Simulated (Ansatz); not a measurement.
C:
```xyz
8
Lattice="0.0000 3.7448 3.7448 3.7448 0.0000 3.7448 3.7448 3.7448 0.0000" Properties=species:S:1:pos:R:3 pbc="T T T"
C      3.2164     4.2732     3.2164
C      5.0888     6.1456     6.1456
C      3.2164     3.2164     4.2732
C      6.1456     5.0888     6.1456
C      4.2732     4.2732     4.2732
C      5.0888     5.0888     5.0888
C      4.2732     3.2164     3.2164
C      6.1456     6.1456     5.0888
```

Relaxed with PBEsol.

Question: Decompose the optical modes at the zone centre into irreducible representations, and say which are infrared and Raman allowed.

Answer: Point group m-3m: Γ_opt = A1g + A2u + Eg + Eu + T1g + T1u + 2T2g + T2u. Infrared: T1u. Raman: A1g, Eg, T2g.

Question: Assign frequencies (DFPT, PBEsol in the plane-wave PAW code Ansatz).

Answer: T2u 289, Eg 569, T1g 691, T2g 694, Eu 760, T1u 1097, A2u 1449, T2g 1490, A1g 1818 cm⁻¹.

Space group Fd-3m. The start of the workflow was typed in or built on a structure type. Its sites differ from those of the usual phase in this space group: another stacking or structure type. Symmetry was held in the PBEsol relaxation; whether a distortion lowers the energy is not shown.

Potentials: the earlier of the program's two PAW sets. The files were generated under PBE; for other functionals the program regenerates the frozen cores, and for LDA and PBEsol the local potential too.
